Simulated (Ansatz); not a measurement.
# LiPb: projected DOS by orbital

```xyz
2
Lattice="3.5220 0.0000 0.0000 0.0000 3.5220 0.0000 0.0000 0.0000 3.5220" Properties=species:S:1:pos:R:3 pbc="T T T"
Li    1.7610    1.7610    1.7610
Pb    0.0000    0.0000    0.0000
```

Atom numbers follow the list: Li1, Pb2.

The cell is COD entry 1522614, as deposited and not checked against the literature; nothing was relaxed. It is an old determination, and later ones may differ.

Spin–orbit coupling is left out, though it moves levels of the heavy atoms by tenths of an eV or more.

Method: Ansatz 0.2.0, DFT, LDA, all-electron LAPW, scalar-relativistic.

The runs use a Γ-centred 10×10×10 k mesh, Fermi–Dirac smearing of 0.03 eV, basis error target 0.5 meV/atom, no spin polarisation.

States per eV for one atom of each kind, in 0.4 eV bins named by their centres, from the Fermi level, projected on a minimal set of Löwdin-orthogonalised atomic shells; orbitals are real harmonics on the Cartesian axes, equal curves share a column, and empty bins are left out, as is all above 2.3 eV, near the top of the computed bands.

Pb2 6p:

```
# E all pz=px=py
-10.3 0.01 0.00
-9.9 0.03 0.01
-9.5 0.05 0.02
-9.1 0.08 0.03
-8.7 0.10 0.03
-8.3 0.10 0.03
-7.9 0.08 0.03
-7.5 0.06 0.02
-7.1 0.03 0.01
-6.7 0.02 0.01
-6.3 0.01 0.00
-3.9 0.04 0.01
-3.5 0.30 0.10
-3.1 0.51 0.17
-2.7 0.87 0.29
-2.3 0.89 0.30
-1.9 0.84 0.28
-1.5 0.78 0.26
-1.1 0.76 0.25
-0.7 0.68 0.23
-0.3 0.61 0.20
0.1 0.51 0.17
0.5 0.57 0.19
0.9 0.53 0.18
1.3 0.50 0.17
1.7 0.56 0.19
2.1 0.58 0.19
```

Li1 2s:

```
# E all
-10.3 0.07
-9.9 0.10
-9.5 0.10
-9.1 0.08
-8.7 0.04
-8.3 0.02
-7.9 0.01
-3.9 0.01
-3.5 0.04
-3.1 0.05
-2.7 0.06
-2.3 0.04
-1.9 0.03
-1.5 0.03
-1.1 0.03
-0.7 0.03
-0.3 0.02
0.1 0.02
0.5 0.02
0.9 0.02
1.3 0.02
1.7 0.02
2.1 0.03
```

Pb2 6s:

```
# E all
-10.3 0.09
-9.9 0.20
-9.5 0.33
-9.1 0.58
-8.7 0.65
-8.3 0.59
-7.9 0.54
-7.5 0.47
-7.1 0.26
-6.7 0.15
-6.3 0.08
-5.9 0.02
-3.5 0.01
-3.1 0.02
-2.7 0.03
-2.3 0.04
-1.9 0.05
-1.5 0.06
-1.1 0.07
-0.7 0.08
-0.3 0.08
0.1 0.07
0.5 0.07
0.9 0.06
1.3 0.05
1.7 0.04
2.1 0.04
```
